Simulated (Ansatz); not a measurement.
**MgGa2S5: start and end of a relaxation**

Recipe of this trial structure of MgGa2S5: 5-connected net, bridging atoms on its edges, guests in its cages (P6/mmm, No. 191) (guest Mg). Lengths were set from tabulated atomic sizes, so they are only a guess.

start.xyz

```xyz
8
Lattice="7.0114 0.0000 0.0000 -3.5057 6.0720 0.0000 0.0000 0.0000 4.0513" Properties=species:S:1:pos:R:3 pbc="T T T"
Mg    0.0000    0.0000    0.0000
Ga    0.0000    4.0480    2.0257
Ga    3.5057    2.0240    2.0257
S     0.0000    4.0480    0.0000
S    -1.7528    3.0360    2.0257
S     1.7528    3.0360    2.0257
S     3.5057    0.0000    2.0257
S     3.5057    2.0240    0.0000
```

The calculation used Ansatz 0.2.0, DFT PBE, scalar-relativistic, plane waves, PAW. Cutoff 420 eV, Gaussian smearing, Γ-centred meshes. Cell and atoms relax first on a coarse mesh and then on a finer one. In between, the cell is made exact in the group found at 0.06 Å. In metals the finer mesh still leaves noise of several meV/atom or more. The steps can't lower the symmetry of their start. No spin polarisation.

end.xyz

```xyz
8
Lattice="7.9101 0.0000 0.0000 -3.9550 6.8503 0.0000 0.0000 0.0000 4.7718" Properties=species:S:1:pos:R:3 pbc="T T T"
Mg    0.0000    0.0000    0.0000
Ga    0.0000    4.5669    2.3859
Ga    3.9550    2.2834    2.3859
S     0.0000    4.5669    0.0000
S    -1.9775    3.4252    2.3859
S     1.9775    3.4252    2.3859
S     3.9550    0.0000    2.3859
S     3.9550    2.2834    0.0000
```

The symmetry stays P6/mmm (No. 191). The volume per atom grows by 49.9 %, from 21.6 to 32.3 Å³. The shortest distance goes from 2.02 Å (Ga–S) to 2.28 Å (Ga–S). The energy falls by about 0.88 eV/atom (the start's value is from the coarse mesh).

- Volume per atom: 32.32 Å³
- Density: 2.08 g/cm³
- Formation energy: +0.44 eV/atom
- Gap on the 6×6×8 mesh of the 8-atom cell: 0 eV (a metal)

The zero of energy is the elements' standard structures at the same level; no fitted shifts are applied. It can't be a ground state, since the elements alone are lower.

The last run used Gaussian smearing of 0.10 eV. The cell is a metal run without spin; a magnetic state may lie lower. The reference form of S is held partly by dispersion forces, which this level lacks. Symmetry constrained the relaxation, so the result can be a saddle point. In all, the 3 runs took 120 s on 1 thread of Arm Neoverse V2 (shared host).
